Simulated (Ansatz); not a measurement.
Fe₃Ni:
```
CELL_PARAMETERS angstrom
      3.59900     0.00000     0.00000
      0.00000     3.59900     0.00000
      0.00000     0.00000     3.59900
ATOMIC_POSITIONS crystal
  Fe 0.00000 0.50000 0.50000
  Fe 0.50000 0.00000 0.50000
  Fe 0.50000 0.50000 0.00000
  Ni 0.00000 0.00000 0.00000
```
The run is spin-polarised.

This is the r²SCAN-relaxed structure.

Problem. All from plane-wave PAW r²SCAN (Ansatz code), unless another level is named. Give the net moment.

Solution. 2.29 μB per atom.

Problem. What about the Bader charges?

Solution. Fe +0.16, Ni -0.49 e.

Space group Pm-3m (Cu3Au type). The first step of the workflow began from a Materials Project structure, measured or hypothetical; the Crystallography Open Database copy checked does not list it. Whether it is the stable phase at ambient conditions was not checked. The r²SCAN relaxation kept the symmetry of its start; its stability against distortions is not shown here. Spin order of the final state: ferromagnetic, chosen from 5 collinear starts compared on coarse meshes (ties went to the first, and starts can fall back to one state), not a proven ground state. Other orbital occupations within this spin state were not tried. For itinerant 3d metals, meta-GGAs of the SCAN family and hybrids are commonly reported to give too large moments.

Potentials: the later of the program's two PAW sets.
